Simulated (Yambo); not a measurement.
```
KPSO3H2
1.0
    3.29197    -3.18732     0.00000
    3.29197     3.18732     0.00000
   -1.89121     0.00000     5.71203
H O P S K
2 3 1 1 1
Direct
  0.20698   0.82968   0.18892
  0.82968   0.20698   0.18892
  0.10708   0.10708   0.10396
  0.26232   0.65118   0.26954
  0.65118   0.26232   0.26954
  0.34486   0.34486   0.11121
  0.38481   0.38481   0.79799
  0.84726   0.84726   0.61191
```

The geometry is that of Materials Project entry mp-643033, symmetrised and not relaxed again.

Question: Where are the main features of Im ε from RPA with local fields on PBEsol bands shifted by a G0W0 scissor of 2.71 eV (Yambo; 4×4×4 mesh, 89 bands, 3 Ry local-field block, 0.2 eV broadening; field along x)?

Answer: Peaks at 10.9 eV (2.4), 12.4 eV (2.4), 13.4 eV (2.2), 17.5 eV (1.6), heights in brackets. Peak heights and small wiggles depend on the k mesh. Convergence of the RPA response with its 4×4×4 mesh was not tested. The scissor comes from a G0W0 run whose convergence isn't established. No excitonic effects at this level.
